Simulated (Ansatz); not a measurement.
Data:

P:
```cif
data_P2
_chemical_formula_sum 'P2'
_space_group_name_H-M_alt 'P 1'
_space_group_IT_number 1
_cell_length_a 3.84044
_cell_length_b 3.84044
_cell_length_c 3.84044
_cell_angle_alpha 60.000
_cell_angle_beta 60.000
_cell_angle_gamma 60.000
loop_
_space_group_symop_operation_xyz
  'x, y, z'
loop_
_atom_site_label
_atom_site_type_symbol
_atom_site_fract_x
_atom_site_fract_y
_atom_site_fract_z
_atom_site_occupancy
P1 P 0.25000 0.25000 0.25000 1
P2 P 0.00000 0.00000 0.00000 1
```

This is the r²SCAN-relaxed structure.

Task: All from the program Ansatz at the r²SCAN level (PAW), unless another level is named. Predict the highest zone-centre frequency.

Result: 146 cm⁻¹.

Task: And the bulk modulus (Birch–Murnaghan fit)?

Result: 424 kbar.

Space group Fd-3m (diamond). A made-up cell: these elements were put on the sites of a structure type; neither database checked (COD, Materials Project) lists it. It is not the phase usual at ambient conditions (space group No. 64). Symmetry was held in the r²SCAN relaxation. At this level the phase is mechanically unstable. As this level gives no gap, phonon frequencies hold no LO–TO term and depend on the k-mesh and smearing (Fermi–Dirac, 0.1 eV here).

Potentials: the later of the program's two PAW sets.
